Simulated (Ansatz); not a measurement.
With DFT-r²SCAN in the program Ansatz with PAW potentials, GaN in the hexagonal phase (P6_222; Ga on 3d, N on 3c) relaxes to a = 3.125 Å, c = 7.371 Å. Against the elements it lies at -0.25 eV/atom, with no fitted shifts.

The Kohn–Sham gap is 1.89 eV (indirect). The valence maximum lies at A and the conduction minimum at Γ. HSE06 on the same cell gives 2.66 eV. Gap from r²SCAN with spin–orbit coupling: 1.89 eV. Electrons at the band edge weigh 0.15, 0.15, 0.16 mₑ (principal values). The hole mass is 0.46, 0.46, 1.0 mₑ (principal values).

The bulk modulus is 207 GPa. The relaxed-ion elastic constants in GPa are C11 = 368, C12 = 111, C13 = 112, C33 = 484, C44 = 133. The elastic constants imply a Debye temperature near 684 K. Bader charges are Ga +1.63, N -1.63 e.

The start of the workflow was typed in or built on a structure type; neither database checked (COD, Materials Project) lists it. It is not the phase usual at ambient conditions (space group No. 186, 216). The cell was relaxed with r²SCAN under the symmetry of its start; whether a distortion lowers the energy is not shown. The references are the lowest solids computed at this level, not always the standard phases (solids in place of the gases). Spin–orbit coupling is left out wherever it is not named.

Potentials: the later of the program's two PAW sets.
